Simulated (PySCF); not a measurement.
PySCF single point, PBE/def2-SVP, density fitting, vacuum, on bromine, Br2 (SMILES BrBr), charge 0, multiplicity 1.

```python
from pyscf import gto, scf, dft
mol = gto.M(atom='''
Br     1.141062    -0.017579     0.009189
Br    -1.141062     0.017579    -0.009189
''', basis='def2-SVP', charge=0, spin=0, verbose=3)
mf = dft.RKS(mol, xc='PBE')
mf = mf.density_fit()
mf.max_cycle = 100
e = mf.kernel()
print('converged', mf.converged)
print('E_total', e)
print('nao', mol.nao)
print('HOMO', mf.mo_energy[mf.mo_occ > 0].max())
mf.dip_moment()
```

Output:

```
converged SCF energy = -5146.90354446697
converged True
E_total -5146.903544466973
nao 64
HOMO -0.24368062884739425
Dipole moment(X, Y, Z, Debye): -0.00000, -0.00000,  0.00000
```

The total energy is -140054.38 eV.
